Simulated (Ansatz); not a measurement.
**CsRb2ScCl6 (Fm-3m)**

Level of theory: DFT r2SCAN, scalar-relativistic, plane waves, PAW (Ansatz 0.2.0).

Settings: cutoff 500 eV, Γ-centred mesh 4×4×4 on the computed 10-atom cell, Gaussian smearing of 0.02 eV; no spin polarisation.

The structure is relaxed at this level of theory with its symmetry kept. Whether it is the stable form of this composition wasn't checked.

It takes space group Fm-3m (No. 225, cubic). Conventional cell: a = 11.394 Å, b = 11.394 Å, c = 11.394 Å, α = 90.00°, β = 90.00°, γ = 90.00°. Around Cs (site symmetry m-3m) lie 6 Cl at 3.21 Å. Rb (site symmetry -43m) has 12 Cl at 4.05 Å as nearest neighbours. Sc (site symmetry m-3m) has 6 Cl at 2.48 Å as nearest neighbours. Cl (site symmetry 4mm) has 1 Sc at 2.48 Å as nearest neighbours.

| Item | Value |
| --- | --- |
| Volume per atom | 36.98 Å³ |
| Generalised Kohn–Sham band gap | 4.62 eV, indirect from Γ to X (the valley at (0.429, 0.000, 0.429) lies within 0.03 eV, so the order isn't resolved) |
| Löwdin character of the top 1 eV of the valence band | Cl 3p 98 % |
| Löwdin character of the lowest 1 eV of the conduction band | Sc 3d 83 %, Cl 3p 8 %, unprojected 4 % |
| Electron masses at the edge by Cartesian direction of the standard setting (m_e; degenerate bands sorted by energy; no spin-orbit coupling) | x: 24; y: 1.5; z: 1.5 |
| Hole masses at the edge by Cartesian direction of the standard setting (m_e; degenerate bands sorted by energy; no spin-orbit coupling) | x: over 30, 2.5, 2.5; y: over 30, 2.5, 2.5; z: over 30, 2.5, 2.5 |
| Bulk modulus | 17.1 GPa |
| Its pressure derivative | 5.7 |
| Bader charges (e) | Cs (1 in the cell) 0.85, Rb (2 in the cell) 0.93, Sc (1 in the cell) 2.03, Cl (6 in the cell) -0.79 |

Spin-orbit coupling is left out, which matters for the bands of heavy elements.

Cost: 8 runs of about 20 core-minutes in all, on AMD EPYC (Zen 3) (shared hosts).